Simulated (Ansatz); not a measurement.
Values for one crystal, relaxed and computed with DFT-r²SCAN in the program Ansatz with PAW potentials; other levels are named.

```yaml
volume_per_atom: 16.28 Å³
electronic_character: metallic (no gap)
Density of states at the Fermi level: 0.52 states/eV per atom (mean over ±0.08 eV)
Formation energy from the elements (no fitted shifts): -744 meV/atom
```

Question: Which compound is it?
A) Si2Mo, MoSi2 or CaC2 type
B) SiMo2C, P6_3/mmc (Si on 2d, Mo on 4f, C on 2a)
C) Y5Si2B8, P4/mbm (Pearson symbol tP30)
D) LuSi2Os2, I4/mmm (Os on 4d, Lu on 2a, Si on 4e)

Answer: D, LuSi2Os2, I4/mmm (Os on 4d, Lu on 2a, Si on 4e)

The workflow started from an entry of the Crystallography Open Database (COD). Whether it is the stable phase at ambient conditions was not checked. Symmetry was held in the r²SCAN relaxation; whether a distortion lowers the energy is not shown. The run is not spin-polarised. The references are the lowest solids computed at this level, not always the standard phases. Scalar-relativistic: spin–orbit coupling is off unless named, which matters more the heavier the elements.

Potentials: the later of the program's two PAW sets.
